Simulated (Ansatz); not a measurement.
**Data sheet: BiSe (DFT)**

BiSe:
```
CELL_PARAMETERS angstrom
      0.00000     3.00786     3.00786
      3.00786     0.00000     3.00786
      3.00786     3.00786     0.00000
ATOMIC_POSITIONS crystal
  Bi 0.00000 0.00000 0.00000
  Se 0.50000 0.50000 0.50000
```

Space group Fm-3m (No. 225), rock salt; conventional cell a = b = c = 6.016 Å, α = β = γ = 90.00°.

Method: plane-wave PAW LDA (Ansatz code). Geometry: relaxed at this level of theory. Other levels are named where they apply.

**Cell and energy**

```
Quantity                                                       Value
-----------------------------------------------------  -------------
Volume per atom                                             27.21 Å³
Density                                                   8.79 g/cm³
Formation energy from the elements (no fitted shifts)  -0.18 eV/atom
```

**Electronic structure**

```
Item                                                                         Value
------------------------------------  --------------------------------------------
Electronic character                                             metallic (no gap)
Density of states at the Fermi level  0.73 states/eV per atom (mean over ±0.08 eV)
```

**Mechanics**

```
Quantity                                                                Value
-------------------------------------  --------------------------------------
Bulk modulus (Birch–Murnaghan fit)                                   67.0 GPa
Pressure derivative B′                                                    4.4
Elastic constants (relaxed ions, GPa)       C11 = 133, C12 = 34.5, C44 = -8.5
Mechanical stability                   unstable (C has a negative eigenvalue)
```

**Phonons**

```
Item                                           Result
-----------------------------  ----------------------
Highest zone-centre frequency                112 cm⁻¹
Zone-centre stability          no imaginary mode at Γ
```

The workflow started from a Materials Project entry (that database holds measured and hypothetical structures alike); the Crystallography Open Database files this formula in space group No. 225, but the cells were not matched. Its standing as an ambient phase is unchecked. Symmetry was held in the LDA relaxation. With an odd number of electrons in the cell and no spin polarisation, the count alone makes it a metal. As this level gives no gap, shear constants depend on the k-mesh and smearing (Fermi–Dirac, 0.1 eV here). As this level gives no gap, phonon frequencies hold no LO–TO term and depend on the k-mesh and smearing (Fermi–Dirac, 0.1 eV here). The references are the lowest solids computed at this level, not always the standard phases. Scalar-relativistic: spin–orbit coupling is off unless named, which matters more the heavier the elements.

Potentials: the later of the program's two PAW sets.
